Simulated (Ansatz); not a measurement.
WS2 with vanadium replacing W: do the settings matter for the field gradients?

Cell: a supercell of WS2 (space group P6_3/mmc) built from a structure deposited in the COD (the entry's cell lengths or inner coordinates differ somewhat from later room-temperature determinations), with all atoms left at the host's positions.

```
V W S
1.0
     6.36000    0.00000    0.00000
    -4.77000    8.26188    0.00000
     0.00000    0.00000   12.50000
V W S
1 11 24
Cartesian
  0.0000 1.8360 3.1250
  -1.5900 4.5899 3.1250
  -3.1800 7.3439 3.1250
  3.1800 1.8360 3.1250
  1.5900 4.5899 3.1250
  0.0000 7.3439 3.1250
  1.5900 0.9180 9.3750
  0.0000 3.6719 9.3750
  -1.5900 6.4259 9.3750
  4.7700 0.9180 9.3750
  3.1800 3.6719 9.3750
  1.5900 6.4259 9.3750
  0.0000 1.8360 7.8125
  -1.5900 4.5899 7.8125
  -3.1800 7.3439 7.8125
  3.1800 1.8360 7.8125
  1.5900 4.5899 7.8125
  0.0000 7.3439 7.8125
  1.5900 0.9180 1.5625
  0.0000 3.6719 1.5625
  -1.5900 6.4259 1.5625
  4.7700 0.9180 1.5625
  3.1800 3.6719 1.5625
  1.5900 6.4259 1.5625
  0.0000 1.8360 10.9375
  -1.5900 4.5899 10.9375
  -3.1800 7.3439 10.9375
  3.1800 1.8360 10.9375
  1.5900 4.5899 10.9375
  0.0000 7.3439 10.9375
  1.5900 0.9180 4.6875
  0.0000 3.6719 4.6875
  -1.5900 6.4259 4.6875
  4.7700 0.9180 4.6875
  3.1800 3.6719 4.6875
  1.5900 6.4259 4.6875
```

Sites (sets of like atoms) are named by element and the number of their first atom in this list.

Reference run. All values are calculated (Ansatz; DFT, PBE, plane waves and PAW, scalar-relativistic, 420 eV cutoff, Γ-centred 4×3×2 k-points, Fermi–Dirac smearing 0.01 eV, cell charge +1), not measured.

Q: The input is changed as follows: `scf.initial_density.chi_scale`: not typed → 0.0; `basis.ecutwfc`: not typed → 350 eV; `magnetization`: not typed → {spin_polarized: true}. What happens to V_zz (10²¹ V/m²) and η?

A: 

```
site  atom  V_zz reference  η reference  V_zz changed  η changed
   V     1           -2.17         0.08         -2.13       0.08
  W2     2          -17.09         0.15        -17.08       0.15
  W3     3          -17.22         0.09        -17.21       0.09
  W4     4          -17.37         0.09        -17.36       0.09
  W5     5          -17.22         0.17        -17.21       0.17
  W6     6          -17.37         0.13        -17.35       0.13
  W7     7          -16.39         0.00        -16.38       0.00
  W8     8          -16.38         0.01        -16.37       0.01
  W9     9          -16.26         0.01        -16.25       0.01
 S20    20           -4.01         0.21         -4.01       0.21
 S22    22           -3.87         0.20         -3.87       0.20
 S24    24           -4.19         0.08         -4.19       0.08
```

The largest change of V_zz is on V, from -2.17 to -2.13. In per cent, |V_zz| changes by -2 on V, 0 on W, 0 on S (all sites that start above 2). The table leaves out 8 of the 20 sites, with |V_zz| up to 16.22; their tensors move by 0.02 at most along any direction. The statements above cover all sites. SCF iterations: 11 and 44. New warnings: cutoff below recommended, seeded moment not kept. In the changed run the cutoff of 350 eV lies below the one recommended for these PAW files, yet the gradients stay close to the reference.

On the reference run: The run isn't spin-polarised, and a state with spin may lie lower. The defect repeats with the cell of 36 atoms, so it feels its images: sites between two images don't show the values beside a lone defect, and zeros or small values of η there can come from the images' arrangement. S and W carry a gradient in the pure host already, so the values there aren't the defect's effect alone. A uniform background compensates the cell's charge. The defect cell has no gap above 0.1 eV on its mesh, so the values can hang on the smearing and the k-mesh. Without spin–orbit coupling the gradients at and beside W can be off by some per cent, at some sites by more. The neighbours have not yet relaxed around the defect (largest force 0.66 eV/Å), so a real crystal will differ.
